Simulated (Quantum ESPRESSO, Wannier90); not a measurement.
# Wannier functions of PbSe (Cmcm)

```xyz
4
Lattice="4.3098 0.0000 0.0000 0.0000 0.0000 -4.4505 -2.1549 6.1339 0.0000" Properties=species:S:1:pos:R:3 pbc="T T T"
Pb     2.1549    -1.6164    -1.1126
Pb    -2.1549     1.6164     1.1126
Se     0.0000     1.7017    -1.1126
Se     0.0000    -1.7017     1.1126
```

Structure: Materials Project mp-1063670, symmetrised, not relaxed again. Not found in the COD (Crystallography Open Database) copy used, which has the formula in other groups; not checked further. Level: PBEsol, spinors with spin-orbit coupling; pw.x of Quantum ESPRESSO at 69 Ry with PseudoDojo potentials, 4×4×4 k-points, Wannier90. Density: 8×8×8 mesh, Gaussian smearing 0.01 Ry.

A tight-binding model is made by disentanglement and projection with no localisation steps (num_iter = 0), so the 32 orbitals stay atom-like: hydrogen-like Pb: s;p; Se: s;p, axes along x, y, z; frozen window up to 1.93 eV relative to the valence-band maximum. It follows pw.x to 7.5 meV rms for states up to 1.4 eV relative to the valence-band maximum. Matrix elements depend on this choice of orbitals and windows.

The 30 largest hoppings ⟨m,0|H|n,R⟩ between different sites (one of each Hermitian pair; signs follow the real orbitals' lobes; the list may end inside a set of equal values):

```csv
m,n,R,distance of the centres (Å),t (eV),Im t (eV)
Pb2 py↑,Se4 py↑,0 0 1,3.08,2.235,0.000
Pb2 py↓,Se4 py↓,0 0 1,3.08,2.235,0.000
Se3 py↑,Pb1 py↑,0 0 1,3.08,2.235,0.000
Se3 py↓,Pb1 py↓,0 0 1,3.08,2.235,0.000
Pb2 s↑,Se4 py↑,0 0 1,2.92,1.588,0.000
Pb2 s↓,Se4 py↓,0 0 1,2.92,1.588,0.000
Se3 py↑,Pb1 s↑,0 0 1,2.92,-1.588,0.000
Se3 py↓,Pb1 s↓,0 0 1,2.92,-1.588,0.000
Pb2 py↑,Se4 s↑,0 0 1,2.93,-1.398,0.000
Pb2 py↓,Se4 s↓,0 0 1,2.93,-1.398,0.000
Se3 s↑,Pb1 py↑,0 0 1,2.93,1.398,0.000
Se3 s↓,Pb1 py↓,0 0 1,2.93,1.398,0.000
Se3 px↑,Pb2 pz↑,0 0 0,3.10,-1.110,-0.002
Se3 px↓,Pb2 pz↓,0 0 0,3.10,-1.110,0.002
Se4 px↑,Pb1 pz↑,0 0 0,3.10,-1.110,-0.002
Se4 px↓,Pb1 pz↓,0 0 0,3.10,-1.110,0.002
Pb1 pz↑,Se4 px↑,0 1 0,3.10,1.110,-0.002
Pb1 pz↓,Se4 px↓,0 1 0,3.10,1.110,0.002
Se3 px↑,Pb2 pz↑,0 1 0,3.10,1.110,0.002
Se3 px↓,Pb2 pz↓,0 1 0,3.10,1.110,-0.002
Pb1 pz↑,Se4 px↑,1 0 0,3.10,1.110,0.002
Pb1 pz↓,Se4 px↓,1 0 0,3.10,1.110,-0.002
Se3 px↑,Pb2 pz↑,1 0 0,3.10,1.110,-0.002
Se3 px↓,Pb2 pz↓,1 0 0,3.10,1.110,0.002
Pb1 pz↑,Se4 px↑,1 1 0,3.10,-1.110,-0.002
Pb1 pz↓,Se4 px↓,1 1 0,3.10,-1.110,0.002
Se3 px↑,Pb2 pz↑,1 1 0,3.10,-1.110,0.002
Se3 px↓,Pb2 pz↓,1 1 0,3.10,-1.110,-0.002
Se3 pz↑,Pb2 px↑,0 0 0,3.10,-1.099,-0.005
Se3 pz↓,Pb2 px↓,0 0 0,3.10,-1.099,0.005
```
